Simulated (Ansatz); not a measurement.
SiRh:
```
SiRh
1.0
    4.57119     0.00000     0.00000
    0.00000     4.57076     0.00000
   -2.43280     0.00000     4.96823
Si Rh
4 4
Cartesian
  3.45904   2.96213   0.32469
 -1.32064   1.60863   4.64353
 -0.10425   0.67675   2.15942
  2.24264   3.89401   2.80881
 -0.12005   2.95208   3.05016
  2.25845   1.61869   1.91806
  1.04205   0.66670   4.40218
  1.09634   3.90407   0.56605
```

Relaxed with PBEsol. Special points in fractions of this cell's reciprocal vectors: Γ (0.000, 0.000, 0.000); Z (0.000, 0.500, 0.000); D (0.000, 0.500, 0.500); B (0.000, 0.000, 0.500); A (-0.500, 0.000, 0.500); E (-0.500, 0.500, 0.500); C2 (-0.500, 0.500, 0.000); Y2 (-0.500, 0.000, 0.000).

**Question.** List the band energies nearest the Fermi level at these points for DFT-PBEsol in the program Ansatz with PAW potentials.

**Answer.** In eV from the Fermi level; about four levels below and three above (degenerate sets whole), none deeper than 8.9 eV; points with the same levels are listed once.

| k | below | above |
|---|---|---|
| Γ | -1.09 -0.96 -0.83 -0.14 | 1.45 1.93 2.39 |
| Z | -1.87 -1.87 -0.78 -0.78 | 0.64 0.64 1.28 1.28 |
| D | -1.31 -1.31 -1.23 -1.23 | 1.44 1.44 2.95 2.95 |
| B | -1.66 -1.66 -0.48 -0.48 | 1.46 1.46 2.20 2.20 |
| A | -2.03 -2.03 -1.15 -1.15 | 0.85 0.85 1.76 1.76 |
| E | -2.03 -2.03 -1.00 -1.00 | 0.44 0.44 0.92 0.92 |
| C2 | -1.63 -1.63 -1.18 -1.18 | 0.18 0.18 2.34 2.34 |
| Y2 | -2.00 -1.01 -0.98 -0.68 | 0.48 0.95 1.12 |

Space group P2_1/c. The workflow started from a Materials Project entry (that database holds measured and hypothetical structures alike); the Crystallography Open Database files this formula in space group No. 14, but the cells were not matched. Whether it is the stable phase at ambient conditions was not checked. The PBEsol relaxation kept the symmetry of its start; of distortions, only those at the zone centre were tested. The run is not spin-polarised. Spin–orbit coupling is left out wherever it is not named.

Potentials: the earlier of the program's two PAW sets.
